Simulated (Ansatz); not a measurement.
A trial structure of Al2BAs2 was built thus: random cell by space group and Wyckoff sites (P4/mmm, No. 123). The dimensions are guesses.

```
Al B As
1.0
     3.64009    0.00000    0.00000
     0.00000    3.64009    0.00000
     0.00000    0.00000    7.59703
Al B As
2 1 2
Direct
  0.00000 0.00000 0.31653
  0.00000 0.00000 0.68347
  0.00000 0.00000 0.50000
  0.00000 0.00000 0.13002
  0.00000 0.00000 0.86998
```

Level of theory: Ansatz, DFT PBE, scalar-relativistic, plane waves, PAW. Cutoff 420 eV, Gaussian smearing, Γ-centred meshes. Cell and atoms relax first on a coarse mesh and then on a finer one. In between, the cell is made exact in the group found at 0.06 Å. In metals the finer mesh still leaves noise of several meV/atom or more. The steps can't lower the symmetry of their start. No spin polarisation.

A guess keeps its type if space group and coordination stay and the shape of the cell changes little (axis ratios within about 15 %, angles within 6°); the volume may change.

**Question.** Will the relaxed cell still be of the starting type?

**Answer.** It doesn't keep its type. The symmetry stays P4/mmm (No. 123). The volume per atom shrinks by 10.2 %, from 20.1 to 18.1 Å³. The shortest distance goes from 1.39 Å (Al–B) to 2.12 Å (Al–B). The ratio c/a of the conventional cell changes by a factor of 2.20. Counting neighbours within 15 % of an atom's shortest distance, the start has Al 2, As 1, B 2 and the end Al 1, As 6, B 2. In detail, at the end Al is surrounded by 1 B at 2.12 Å, 4 Al at 2.70 Å and 1 As at 2.74 Å; around B lie 2 Al at 2.12 Å; As has 5 As at 2.66–2.70 Å and 1 Al at 2.74 Å.

```
CELL_PARAMETERS angstrom
2.70067 0.00000 0.00000
0.00000 2.70067 0.00000
0.00000 0.00000 12.39072
ATOMIC_POSITIONS crystal
Al 0.00000 0.00000 0.32884
Al 0.00000 0.00000 0.67116
B 0.00000 0.00000 0.50000
As 0.00000 0.00000 0.10741
As 0.00000 0.00000 0.89259
```

Energies over the elements count from the elements' standard structures at the same level, with no fitted energy shifts.

**Question.** At what energy does it end?

**Answer.** +0.66 eV/atom. It can't be a ground state, since the elements alone are lower.

The last run used a 14×14×4 mesh (in the run's order of axes) for its 5-atom cell and Gaussian smearing of 0.10 eV. An odd number of electrons in the primitive cell allows no gap without spin; a larger cell or a magnetic state could open one. The cell is a metal run without spin; a magnetic state may lie lower. The reference form of As is held partly by dispersion forces, which this level lacks. A structure relaxed within its symmetry needn't be a true minimum. Another cell of Al2BAs2 relaxed alike, in P-3m1, lies 0.42 eV/atom lower, so this cell isn't the stable form at this level.
